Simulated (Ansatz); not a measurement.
## Data sheet: TiRh₃ (DFT)

TiRh₃:
```
TiRh3
1.0
    3.77050     0.00000     0.00000
    0.00000     3.77050     0.00000
    0.00000     0.00000     3.77050
Ti Rh
1 3
Direct
  0.00000   0.00000   0.00000
  0.50000   0.50000   0.00000
  0.00000   0.50000   0.50000
  0.50000   0.00000   0.50000
```

Space group Pm-3m (No. 221), Cu3Au type; conventional cell a = b = c = 3.7705 Å, α = β = γ = 90.00°.

Method: plane-wave PAW LDA (Ansatz code). Structure relaxed to zero pressure with the same functional. Other levels are named where they apply.

### Cell and energy

```yaml
volume_per_atom: 13.40 Å³
density: 11.05 g/cm³
Formation energy from the elements (no fitted shifts): -0.65 eV/atom
```

### Electronic structure

```yaml
electronic_character: metallic (no gap)
Density of states at the Fermi level: 0.83 states/eV per atom (mean over ±0.08 eV)
```

### Mechanics

```yaml
Bulk modulus (Birch–Murnaghan fit): 278 GPa
Pressure derivative B′: 4.7
Elastic constants (relaxed ions, GPa): C11 = 411, C12 = 212, C44 = 198
mechanical_stability: stable (all eigenvalues of C positive)
hill_bulk_and_shear_moduli: 278 and 150 GPa
Young's modulus: 382 GPa
Poisson's ratio: 0.27
debye_temperature_from_the_elastic_constants: 514 K
```

### Phonons

```yaml
highest_zone_centre_frequency: 232 cm^-1
zone_centre_stability: no imaginary mode at Γ
```

The workflow started from a Materials Project entry (that database holds measured and hypothetical structures alike); the Crystallography Open Database files this formula in space group No. 221, but the cells were not matched. Whether it is the stable phase at ambient conditions was not checked. The LDA relaxation kept the symmetry of its start. The run is not spin-polarised. As this level gives no gap, shear constants depend on the k-mesh and smearing (Fermi–Dirac, 0.1 eV here). As this level gives no gap, phonon frequencies hold no LO–TO term and depend on the k-mesh and smearing (Fermi–Dirac, 0.1 eV here). The references are the lowest solids computed at this level, not always the standard phases. Spin–orbit coupling is left out wherever it is not named.

Potentials: the later of the program's two PAW sets.
